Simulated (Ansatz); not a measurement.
A trial form of Sn2TeS

These are results of Ansatz, DFT PBE, scalar-relativistic, plane waves, PAW, not measurements. Cutoff 420 eV, Gaussian smearing, Γ-centred meshes. Cell and atoms relax first on a coarse mesh and then on a finer one. In between, the cell is made exact in the group found at 0.06 Å. In metals the finer mesh still leaves noise of several meV/atom or more. The steps can't lower the symmetry of their start. No spin polarisation.

The guess for Sn2TeS was made by a generator: random cell by space group and Wyckoff sites (I4mm, No. 107). The dimensions are guesses.

```
CELL_PARAMETERS angstrom
-2.91587 2.91587 3.40684
2.91587 -2.91587 3.40684
2.91587 2.91587 -3.40684
ATOMIC_POSITIONS crystal
Sn 0.46620 0.96620 0.50000
Sn 0.96620 0.46620 0.50000
Te 0.77651 0.77651 0.00000
S 0.35098 0.35098 0.00000
```

The zero of energy is the elements' standard structures at the same level; no fitted shifts are applied. The references include grey tin.

Question: Describe the relaxed structure.

Answer: The symmetry stays I4mm (No. 107). The volume per atom grows by 6.5 %, from 29.0 to 30.9 Å³. The shortest distance goes from 2.90 Å (Te–S) to 2.83 Å (Sn–S). The ratio c/a of the conventional cell changes by a factor of 1.48. The energy falls by about 0.13 eV/atom (the start's value is from the coarse mesh). Conventional cell: a = 5.231 Å, c = 9.023 Å. Sn is surrounded by 2 S at 2.83 Å, 2 Te at 3.07 Å, 4 Sn at 3.70 Å and 2 Te at 3.91 Å; Te has 4 Sn at 3.07 Å, 4 S at 3.74 Å, 4 Sn at 3.91 Å and 1 S at 3.99 Å; S is surrounded by 4 Sn at 2.83 Å, 4 Te at 3.74 Å and 1 Te at 3.99 Å.

```xyz
4
Lattice="-2.6154 2.6154 4.5117 2.6154 -2.6154 4.5117 2.6154 2.6154 -4.5117" Properties=species:S:1:pos:R:3 pbc="T T T"
Sn    2.6154    0.0000    4.1912
Sn    0.0000    2.6154    4.1912
Te    0.0000    0.0000    7.0958
S     0.0000    0.0000    3.1091
```

Question: How does it come out in energy, and is it a metal?

Answer: The energy over the elements is −0.14 eV/atom and the gap on the 12×12×12 mesh of the 4-atom cell is 0 eV (a metal).

The last run used Gaussian smearing of 0.10 eV. Weakly bound directions are ill-defined at this level, which has no dispersion term. Spin–orbit coupling, which can matter for Te, is left out. The zero gap may come from the functional, which often closes small gaps. The reference forms of S and Te are held partly by dispersion forces, which this level lacks. A structure relaxed within its symmetry needn't be a true minimum. Another cell of Sn2TeS relaxed alike, in R-3m, lies 192 meV/atom lower, so this cell isn't the stable form at this level.
